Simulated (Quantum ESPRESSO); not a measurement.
Si3GaO7F, one run as intended and one with a planted mistake

Simulated, not a measurement. The program is pw.x of Quantum ESPRESSO 7.5 (plane-wave density functional theory). The cell is made up: 12 atoms on a fluorite lattice, with randomly drawn elements, strain and displacements, not relaxed. PseudoDojo standard norm-conserving files (v0.5 for PBE, v0.4.1 for LDA and PBEsol) set the functional; there is no spin polarisation, spin-orbit coupling or dispersion term, and the masses in the input are unused placeholders.

Intended input:

```
&control calculation='scf', pseudo_dir='./dojo.nc.sr.pbe.v0_5.standard.upf', outdir='./o', disk_io='low', tprnfor=.true., tstress=.true. /
&system ibrav=0, nat=12, ntyp=4, nbnd=43, ecutwfc=84.00895049, nosym=.true., tot_charge=0,
 occupations='smearing', smearing='fd', degauss=0.0018374661
/
&electrons conv_thr=7.350e-09, electron_maxstep=60, /
ATOMIC_SPECIES
F 1.0 F.upf
Ga 1.0 Ga.upf
O 1.0 O.upf
Si 1.0 Si.upf
CELL_PARAMETERS angstrom
4.6709 0.0 0.0
0.0 4.6709 0.0
0.0 0.0 4.6709
ATOMIC_POSITIONS angstrom
Si -0.0512 0.0095 -0.032
Ga -0.0257 2.3389 2.3439
Si 2.3768 0.0025 2.3275
Si 2.3 2.3048 -0.0293
O 1.1384 1.1794 1.1307
O 1.123 1.2177 3.5022
F 1.1342 3.5251 1.1562
O 1.1686 3.5208 3.4658
O 3.4925 1.1499 1.1225
O 3.4456 1.1666 3.5041
O 3.5175 3.5387 1.184
O 3.549 3.4278 3.4724
K_POINTS automatic
5 5 5 1 1 1
```

The log is shortened where brackets say so; the opening notice, blank lines, dates and the lines on written files are dropped, and the path of the files is cut. It prints rydbergs, bohrs and kilobars, and counts compression as positive stress. Where no state is partly filled, the Fermi energy that it prints is only some level between the filled and the empty states on the mesh, and need not lie in the true gap.

Log of the intended run:

```
     Program PWSCF v.7.5
     Parallel version (MPI & OpenMP), running on       4 processor cores
     Number of MPI processes:                 4
     Threads/MPI process:                     1
     [start-up lines left out]
     bravais-lattice index     =            0
     lattice parameter (alat)  =       8.8267  a.u.
     unit-cell volume          =     687.6989 (a.u.)^3
     number of atoms/cell      =           12
     number of atomic types    =            4
     number of electrons       =        74.00
     number of Kohn-Sham states=           43
     kinetic-energy cutoff     =      84.0090  Ry
     charge density cutoff     =     336.0358  Ry
     scf convergence threshold =      7.3E-09
     mixing beta               =       0.7000
     number of iterations used =            8  plain     mixing
     Exchange-correlation= PBE
                           (   1   4   3   4   0   0   0)
     [axes and pseudopotential details left out]
   Cartesian axes
     site n.     atom                  positions (alat units)
         1        Si     tau(   1) = (  -0.0109615   0.0020339  -0.0068509  )
         2        Ga     tau(   2) = (  -0.0055022   0.5007386   0.5018091  )
         3        Si     tau(   3) = (   0.5088527   0.0005352   0.4982980  )
         4        Si     tau(   4) = (   0.4924105   0.4934381  -0.0062729  )
         5        O      tau(   5) = (   0.2437218   0.2524995   0.2420733  )
         6        O      tau(   6) = (   0.2404248   0.2606992   0.7497913  )
         7        F      tau(   7) = (   0.2428226   0.7546940   0.2475326  )
         8        O      tau(   8) = (   0.2501873   0.7537734   0.7419983  )
         9        O      tau(   9) = (   0.7477146   0.2461838   0.2403177  )
        10        O      tau(  10) = (   0.7376737   0.2497591   0.7501980  )
        11        O      tau(  11) = (   0.7530669   0.7576056   0.2534843  )
        12        O      tau(  12) = (   0.7598107   0.7338629   0.7434113  )
     number of k points=    63  Fermi-Dirac smearing, width (Ry)=  0.0018
                       cart. coord. in units 2pi/alat
        k(    1) = (   0.1000000   0.1000000   0.1000000), wk =   0.0320000
        k(    2) = (   0.1000000   0.1000000   0.3000000), wk =   0.0320000
     [further k points left out]
     Dense  grid:    71591 G-vectors     FFT dimensions: (  54,  54,  54)
     Estimated max dynamical RAM per process >     200.70 MB
     Estimated total dynamical RAM >     750.36 MB
     Initial potential from superposition of free atoms
     starting charge      73.9955, renormalised to      74.0000
     Starting wfcs are   53 randomized atomic wfcs
     total cpu time spent up to now is        2.6 secs
     per-process dynamical memory:   160.4 Mb
     Self-consistent Calculation
     iteration #  1     ecut=    84.01 Ry     beta= 0.70
     Davidson diagonalization with overlap
     ethr =  1.00E-02,  avg # of iterations =  3.2
     total cpu time spent up to now is        7.4 secs
     total energy              =    -457.94801623 Ry
     estimated scf accuracy    <       2.74308101 Ry
     iteration #  2     ecut=    84.01 Ry     beta= 0.70
     Davidson diagonalization with overlap
     ethr =  3.71E-03,  avg # of iterations =  2.4
     total cpu time spent up to now is       12.3 secs
     total energy              =    -458.67111654 Ry
     estimated scf accuracy    <       2.45457024 Ry
     [iterations 3 to 11 left out]
     iteration # 12     ecut=    84.01 Ry     beta= 0.70
     Davidson diagonalization with overlap
     ethr =  7.13E-11,  avg # of iterations =  3.2
     total cpu time spent up to now is       57.8 secs
     total energy              =    -459.14509853 Ry
     estimated scf accuracy    <       0.00000005 Ry
     iteration # 13     ecut=    84.01 Ry     beta= 0.70
     Davidson diagonalization with overlap
     ethr =  6.45E-11,  avg # of iterations =  2.0
     total cpu time spent up to now is       61.7 secs
     End of self-consistent calculation
     [lines on levels left out]
     the Fermi energy is    11.7870 ev
!    total energy              =    -459.14509853 Ry
     estimated scf accuracy    <          2.9E-09 Ry
     smearing contrib. (-TS)   =      -0.00000000 Ry
     internal energy E=F+TS    =    -459.14509853 Ry
     The total energy is F=E-TS. E is the sum of the following terms:
     one-electron contribution =    -111.62800523 Ry
     hartree contribution      =     118.70818693 Ry
     xc contribution           =    -121.74482799 Ry
     ewald contribution        =    -344.48045224 Ry
     convergence has been achieved in  13 iterations
     Forces acting on atoms (cartesian axes, Ry/au):
     atom    1 type  4   force =    -0.06908552    0.08627275   -0.06967399
     atom    2 type  2   force =    -0.03475559   -0.07406250    0.02806149
     atom    3 type  4   force =     0.06926014    0.08038483    0.07088024
     atom    4 type  4   force =     0.06794188   -0.09595661   -0.08543762
     atom    5 type  3   force =     0.05362947   -0.03786840   -0.01727842
     atom    6 type  3   force =     0.02402058   -0.04476988    0.03422854
     atom    7 type  1   force =     0.03913108    0.01622616   -0.03737032
     atom    8 type  3   force =     0.07823053    0.06849230    0.05245157
     atom    9 type  3   force =    -0.04295306   -0.01030706   -0.01619514
     atom   10 type  3   force =    -0.05072555   -0.09583716    0.00829539
     atom   11 type  3   force =    -0.07190982    0.02784012   -0.05445985
     atom   12 type  3   force =    -0.06278414    0.07958543    0.08649812
     Total force =     0.357466     Total SCF correction =     0.000048
     Computing stress (Cartesian axis) and pressure
          total   stress  (Ry/bohr**3)                   (kbar)     P=       16.87
   0.00010684  -0.00015392   0.00010644           15.72      -22.64       15.66
  -0.00015392   0.00011107   0.00009260          -22.64       16.34       13.62
   0.00010644   0.00009260   0.00012617           15.66       13.62       18.56
     init_run     :      2.37s CPU      2.47s WALL (       1 calls)
     electrons    :     58.85s CPU     59.13s WALL (       1 calls)
     forces       :      0.99s CPU      0.99s WALL (       1 calls)
     stress       :      3.30s CPU      3.30s WALL (       1 calls)
     [timing details left out]
     PWSCF        :   1m 5.61s CPU   1m 6.03s WALL
     JOB DONE.
```

A second run has one planted mistake: the k-point mesh is too coarse. The input lines that differ, file-writing options aside:

```
- 5 5 5 1 1 1
+ 2 2 2 1 1 1
```

Its log:

```
     Program PWSCF v.7.5
     Parallel version (MPI & OpenMP), running on       4 processor cores
     Number of MPI processes:                 4
     Threads/MPI process:                     1
     [start-up lines left out]
     bravais-lattice index     =            0
     lattice parameter (alat)  =       8.8267  a.u.
     unit-cell volume          =     687.6989 (a.u.)^3
     number of atoms/cell      =           12
     number of atomic types    =            4
     number of electrons       =        74.00
     number of Kohn-Sham states=           43
     kinetic-energy cutoff     =      84.0090  Ry
     charge density cutoff     =     336.0358  Ry
     scf convergence threshold =      7.3E-09
     mixing beta               =       0.7000
     number of iterations used =            8  plain     mixing
     Exchange-correlation= PBE
                           (   1   4   3   4   0   0   0)
     [axes and pseudopotential details left out]
   Cartesian axes
     site n.     atom                  positions (alat units)
         1        Si     tau(   1) = (  -0.0109615   0.0020339  -0.0068509  )
         2        Ga     tau(   2) = (  -0.0055022   0.5007386   0.5018091  )
         3        Si     tau(   3) = (   0.5088527   0.0005352   0.4982980  )
         4        Si     tau(   4) = (   0.4924105   0.4934381  -0.0062729  )
         5        O      tau(   5) = (   0.2437218   0.2524995   0.2420733  )
         6        O      tau(   6) = (   0.2404248   0.2606992   0.7497913  )
         7        F      tau(   7) = (   0.2428226   0.7546940   0.2475326  )
         8        O      tau(   8) = (   0.2501873   0.7537734   0.7419983  )
         9        O      tau(   9) = (   0.7477146   0.2461838   0.2403177  )
        10        O      tau(  10) = (   0.7376737   0.2497591   0.7501980  )
        11        O      tau(  11) = (   0.7530669   0.7576056   0.2534843  )
        12        O      tau(  12) = (   0.7598107   0.7338629   0.7434113  )
     number of k points=     4  Fermi-Dirac smearing, width (Ry)=  0.0018
                       cart. coord. in units 2pi/alat
        k(    1) = (   0.2500000   0.2500000   0.2500000), wk =   0.5000000
        k(    2) = (   0.2500000   0.2500000  -0.2500000), wk =   0.5000000
     [further k points left out]
     Dense  grid:    71591 G-vectors     FFT dimensions: (  54,  54,  54)
     Estimated max dynamical RAM per process >     106.82 MB
     Estimated total dynamical RAM >     374.86 MB
     Initial potential from superposition of free atoms
     starting charge      73.9955, renormalised to      74.0000
     Starting wfcs are   53 randomized atomic wfcs
     total cpu time spent up to now is        0.8 secs
     per-process dynamical memory:    68.3 Mb
     Self-consistent Calculation
     iteration #  1     ecut=    84.01 Ry     beta= 0.70
     Davidson diagonalization with overlap
     ethr =  1.00E-02,  avg # of iterations =  3.0
     total cpu time spent up to now is        1.2 secs
     total energy              =    -457.99676070 Ry
     estimated scf accuracy    <       2.69842608 Ry
     iteration #  2     ecut=    84.01 Ry     beta= 0.70
     Davidson diagonalization with overlap
     ethr =  3.65E-03,  avg # of iterations =  2.2
     total cpu time spent up to now is        1.5 secs
     total energy              =    -458.75565308 Ry
     estimated scf accuracy    <       2.35036810 Ry
     [iterations 3 to 11 left out]
     iteration # 12     ecut=    84.01 Ry     beta= 0.70
     Davidson diagonalization with overlap
     ethr =  5.02E-11,  avg # of iterations =  3.0
     total cpu time spent up to now is        4.9 secs
     total energy              =    -459.18335254 Ry
     estimated scf accuracy    <       0.00000005 Ry
     iteration # 13     ecut=    84.01 Ry     beta= 0.70
     Davidson diagonalization with overlap
     ethr =  5.02E-11,  avg # of iterations =  2.0
     total cpu time spent up to now is        5.2 secs
     End of self-consistent calculation
     [lines on levels left out]
     the Fermi energy is    12.1508 ev
!    total energy              =    -459.18335255 Ry
     estimated scf accuracy    <          3.4E-09 Ry
     smearing contrib. (-TS)   =       0.00000000 Ry
     internal energy E=F+TS    =    -459.18335255 Ry
     The total energy is F=E-TS. E is the sum of the following terms:
     one-electron contribution =    -111.53916136 Ry
     hartree contribution      =     118.54033315 Ry
     xc contribution           =    -121.70407210 Ry
     ewald contribution        =    -344.48045224 Ry
     convergence has been achieved in  13 iterations
     Forces acting on atoms (cartesian axes, Ry/au):
     atom    1 type  4   force =    -0.06799318    0.08478935   -0.06910640
     atom    2 type  2   force =    -0.03399108   -0.07360493    0.02650722
     atom    3 type  4   force =     0.06824049    0.07917141    0.07022811
     atom    4 type  4   force =     0.06706027   -0.09387349   -0.08386008
     atom    5 type  3   force =     0.05157787   -0.03761377   -0.01748107
     atom    6 type  3   force =     0.02658428   -0.04777499    0.03237670
     atom    7 type  1   force =     0.03980582    0.01687325   -0.03711800
     atom    8 type  3   force =     0.07452584    0.06445289    0.05424436
     atom    9 type  3   force =    -0.04321300   -0.00925463   -0.01373585
     atom   10 type  3   force =    -0.04486630   -0.09223122    0.00874571
     atom   11 type  3   force =    -0.07099208    0.02419567   -0.05602721
     atom   12 type  3   force =    -0.06673893    0.08487044    0.08522651
     Total force =     0.353272     Total SCF correction =     0.000074
     Computing stress (Cartesian axis) and pressure
          total   stress  (Ry/bohr**3)                   (kbar)     P=       17.20
   0.00010651  -0.00015074   0.00009980           15.67      -22.17       14.68
  -0.00015074   0.00011231   0.00009317          -22.17       16.52       13.71
   0.00009980   0.00009317   0.00013188           14.68       13.71       19.40
     init_run     :      0.73s CPU      0.76s WALL (       1 calls)
     electrons    :      4.39s CPU      4.43s WALL (       1 calls)
     forces       :      0.15s CPU      0.15s WALL (       1 calls)
     stress       :      0.28s CPU      0.29s WALL (       1 calls)
     [timing details left out]
     PWSCF        :      5.60s CPU      5.70s WALL
     JOB DONE.
```

```
                                            intended run  run with the mistake
                          free energy (eV)     -6246.987             -6247.508
                    smearing term -TS (eV)        0.0000                0.0000
                            pressure (GPa)          1.69                  1.72
            largest force component (eV/Å)         2.467                 2.414
largest change of a force component (eV/Å)                               0.151
                                iterations            13                    13
```

For scale, a rerun of the intended cell at a cutoff of 1437 eV and k mesh 7 x 7 x 7 moved values by no more than 0.002 eV in energy, 0.03 GPa in stress and 0.002 eV/Å in force.